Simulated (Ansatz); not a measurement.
Os:
Space group P6₃/mmc (No. 194); a = 2.729 Å, b = 2.729 Å, c = 4.310 Å, α = 90.00°, β = 90.00°, γ = 120.00°

| atom | site | symmetry | x | y | z |
|---|---|---|---|---|---|
| Os | 2c | -6m2 | 0.3333 | 0.6667 | 0.2500 |

Relaxed at zero pressure with DFT-PBEsol in the program Ansatz with PAW potentials.

**Question.** The volume is lowered by 6 % and shape and atoms relax at that volume. What pressure results, and how do the axes share the change?

**Answer.** 31.0 GPa; a -2.1 %, b -2.1 %, c -1.8 %; the energy rises by 76 meV/atom.

**Question.** Give the new structure.

**Answer.** 
Space group P6₃/mmc (No. 194); a = b = 2.6701 Å, c = 4.2302 Å, α = β = 90.00°, γ = 120.00°

```
atom  site  symmetry       x       y       z
----  ----  --------  ------  ------  ------
Os      2c      -6m2  0.3333  0.6667  0.2500
```

The phase is kept; no other phase was compared at this pressure.

Space group P6_3/mmc (hcp (Mg type)). Symmetry was held in the PBEsol relaxation. No spin polarisation was allowed. Axis ratios of metals converge slowly with the k-mesh, so a and c are less sure than the volume. Spin–orbit coupling is left out wherever it is not named.

Potentials: the earlier of the program's two PAW sets. The files were generated under PBE; for other functionals the program regenerates the frozen cores, and for LDA and PBEsol the local potential too.
